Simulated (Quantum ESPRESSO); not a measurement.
Electric field gradients in Mg$_{2}$ClF$_{3}$ (changed cell)

```xyz
6
Lattice="5.0343 0.3572 0.0000 0.3572 5.0343 0.0000 0.0000 0.0000 3.2764" Properties=species:S:1:pos:R:3 pbc="T T T"
Mg     2.5021     2.5021     1.6382
Mg     0.1448     0.1448     0.0000
Cl     3.7800     3.7800     0.0000
F      1.6083     1.6083     0.0000
F      4.1621     1.2816     1.6382
F      1.2816     4.1621     1.6382
```
The cell was made here from a computed Materials Project entry: one of 4 F replaced by Cl, cell and atoms relaxed (PBE without dispersion, pw.x of a modified build of Quantum ESPRESSO, symmetry kept). The parent is MgF2 in P4₂/mnm. The swapped cell is a model, not a known phase. Stability against distortions was not tested.

Principal values are ordered |Vxx| ≤ |Vyy| ≤ |Vzz|, η = (Vxx − Vyy)/Vzz, and C_Q = eQVzz/h is given by its size. Cores are frozen. Against all-electron runs on small test molecules, this scheme's |Vzz| missed by −3 to −9 % on Cl, −6 to +4 % (−29 % in KF) on F. Mg had no test against all-electron runs. Static lattice: thermal averaging is not included.

Quadrupole moments taken as inputs (sizes, barn, from the tables of PySCF and pymatgen): ²⁵Mg 0.199, ³⁵Cl 0.0817.

What do the calculations give at each independent site (field gradients by the PAW reconstruction of the field gradient on a scalar-relativistic PBE ground state (Quantum ESPRESSO, JTH datasets), 25 Ha, k-mesh 5×5×7 through Γ)?


```json
[
 {"site": "Mg1 (atom 1)", "site symmetry": "mm2", "Vzz (a.u.)": "0.042", "η_Q": "0.53", "∣C_Q∣ (MHz)": "1.98 (²⁵Mg)"},
 {"site": "Mg2 (atom 2)", "site symmetry": "mm2", "Vzz (a.u.)": "-0.115", "η_Q": "0.44", "∣C_Q∣ (MHz)": "5.39 (²⁵Mg)"},
 {"site": "Cl (atom 3)", "site symmetry": "mm2", "Vzz (a.u.)": "0.863", "η_Q": "0.34", "∣C_Q∣ (MHz)": "16.6 (³⁵Cl)"},
 {"site": "F1 (atom 4)", "site symmetry": "mm2", "Vzz (a.u.)": "-0.637", "η_Q": "0.14", "∣C_Q∣ (MHz)": "–"},
 {"site": "F2 (atoms 5, 6)", "site symmetry": "m", "Vzz (a.u.)": "-0.637", "η_Q": "0.13", "∣C_Q∣ (MHz)": "–"}
]
```
